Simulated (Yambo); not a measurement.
Yambo run on CdO2H2 (space group P-3m1, No. 164). The wavefunctions come from this Quantum ESPRESSO step (PBEsol, PseudoDojo standard norm-conserving files, scalar-relativistic):

```
&CONTROL
  calculation = 'nscf'
  pseudo_dir = './pseudo'
  outdir = './out'
/
&SYSTEM
  ibrav = 0
  nat = 5
  ntyp = 3
  ecutwfc = 102.0
  ecutrho = 408.0
  occupations = 'fixed'
  force_symmorphic = .true.
  nbnd = 80
/
&ELECTRONS
  conv_thr = 5e-09
  diago_full_acc = .true.
  diago_thr_init = 1e-08
/
ATOMIC_SPECIES
H 1.0080 H.upf
O 15.9990 O.upf
Cd 112.4140 Cd.upf
CELL_PARAMETERS angstrom
  3.543311289649   0.000000000000   0.000000000000
 -1.771655644824   3.068597590352   0.000000000000
  0.000000000000   0.000000000000   4.585165508000
ATOMIC_POSITIONS crystal
H   0.666666667000   0.333333333000   0.547921197300
H   0.333333333667   0.666666666333   0.452078802700
O   0.666666667000   0.333333333000   0.759294496600
O   0.333333333667   0.666666666333   0.240705503400
Cd   0.000000000333   0.000000000000   0.000000000000
K_POINTS automatic
6 6 4 0 0 0
```

Yambo input:

```
rim_cut
gw0
dyson
el_el_corr
HF_and_locXC
ppa
em1d
RandQpts= 1000000
RandGvec= 1 Ry
EXXRLvcs= 102 Ry
VXCRLvcs= 408 Ry
Chimod= "HARTREE"
% BndsRnXp
 5 | 79 |
%
NGsBlkXp= 7 Ry
% LongDrXp
 1.0 | 1.0 | 1.0 |
%
PPAPntXp= 27.2114 eV
% GbndRnge
 1 | 79 |
%
GTermKind= "BG"
DysSolver= "n"
ExtendOut
% QPkrange
 1 | 1 | 17 | 18 |
 3 | 3 | 17 | 18 |
 10 | 10 | 17 | 18 |
 12 | 12 | 17 | 18 |
 19 | 19 | 17 | 18 |
 21 | 21 | 17 | 18 |
%
```

k points by index: 1 = Γ, 3 = A, 10 = M, 12 = L, 19 = K, 21 = H.

Resulting energies as the program prints them:

```
#    K-point    Band    Eo [eV]    E [eV]    E-Eo [eV]    Vxc [eV]    Vnlxc [eV]    Sc|Eo [eV]    Sc|E [eV]    dSc/dw|Eo [eV]    Re(Z)    Im(Z)
#
    1    17    -0.379452    -1.509904    -1.130451    -21.17502    -26.98761    4.388270    4.682135    -7.072650    0.793701    -0.001572
    1    18    1.591141    2.298969    0.707827    -12.24958    -8.315515    -3.100160    -3.226234    -4.846269    0.848826    -0.885088E-3
    3    17    -0.083727    -1.141289    -1.057562    -21.55963    -27.22742    4.336009    4.610227    -7.054745    0.794117    -0.001393
    3    18    4.261588    5.059458    0.797870    -10.90139    -6.445243    -3.516807    -3.658275    -4.824279    0.849408    -0.888342E-3
    10    17    0.000000    -1.000531    -1.000531    -21.35144    -26.98533    4.370821    4.633356    -7.139150    0.792165    -0.001352
    10    18    6.355625    7.881972    1.526347    -15.92631    -10.42440    -3.653035    -3.975564    -5.749212    0.825568    -0.002040
    12    17    -0.509640    -1.638983    -1.129344    -20.72879    -26.53893    4.385072    4.680793    -7.123778    0.792516    -0.002202
    12    18    5.924047    7.328018    1.403970    -14.23418    -8.741255    -3.824321    -4.088959    -5.128358    0.841418    -0.002008
    19    17    -1.504224    -2.562463    -1.058240    -18.40491    -24.26658    4.503372    4.803425    -7.714012    0.779125    -0.001763
    19    18    6.663805    8.271876    1.608071    -16.23283    -10.51151    -3.746994    -4.113247    -6.197635    0.814462    0.004983
    21    17    -0.907514    -2.062425    -1.154911    -20.77808    -26.65754    4.420661    4.724557    -7.158590    0.791713    -0.002280
    21    18    6.962272    8.692516    1.730245    -16.54632    -10.56530    -3.882161    -4.250775    -5.797119    0.824375    -0.131685E-3
```
(The two width columns are left out.) Convergence of these settings isn't established.

Spin-orbit coupling is not included.

Geometry relaxed with PBE+D3(BJ).

The structure is a Materials Project entry; no match was found in the copy of COD used, and its stability was not checked.
